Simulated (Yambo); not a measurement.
**Convergence of the G0W0 gap of Mg2FeH6**

G0W0@LDA for Mg₂FeH₆ (space group Fm-3m, No. 225) in Yambo. Reference settings: 4×4×4 Γ-centred k mesh, bands 13 to 126 and a 8 Ry block in the screening, 126 bands in G with the Bruneval-Gonze terminator, plasmon pole fitted at 27.2 eV. The LDA gap W → X on this mesh is 1.71 eV; G0W0 gaps are taken between the same points.

| change from the reference | G0W0 gap W → X (eV) | shift of the valence edge (eV) | rough Yambo cost |
|---|---|---|---|
| reference settings | 2.80 | -0.03 | 1 |
| wavefunctions cut at 20 Ry | 2.74 | 0.79 | about 1/3 |
| exchange cut at 20 Ry | 2.59 | 1.79 | – |
| exchange cut at 40 Ry | 2.76 | 0.42 | – |
| exchange cut at 10 Ry | 2.34 | 3.71 | – |
| 34 bands in W, 34 bands in G, 2 Ry block | 3.45 | 0.00 | about 1/5 |
| 34 bands in W, 34 bands in G, 6 Ry block | 2.85 | 0.28 | about 1/4 |
| 52 bands in W, 52 bands in G, 2 Ry block | 3.38 | -0.08 | about 1/3 |
| 73 bands in W, 73 bands in G, 6 Ry block | 2.82 | 0.04 | about 1/2 |
| 98 bands in W, 98 bands in G, 3 Ry block | 3.05 | -0.04 | within a factor of two |
| 5 Ry block | 2.89 | -0.01 | within a factor of two |
| 52 bands in W, 52 bands in G, 3 Ry block, no terminator | 3.06 | 0.25 | about 1/4 |
| 98 bands in W, 98 bands in G, 3 Ry block, no terminator | 3.05 | 0.10 | within a factor of two |
| 98 bands in W, 98 bands in G, no terminator | 2.79 | 0.21 | within a factor of two |
| 3 Ry block, no terminator | 3.05 | 0.06 | within a factor of two |

The reference isn't shown to be the converged limit. Costs are rough (shared machines), scaled to the same edge states, and given only for runs that recompute the screening.

Geometry of the Materials Project entry, not relaxed at this level; primitive cell a = b = c = 4.494 Å, α = β = γ = 60.00°.

The runs are not spin-polarised; magnetic order was not tried.

A shift is the quasiparticle energy of the state minus its LDA energy.
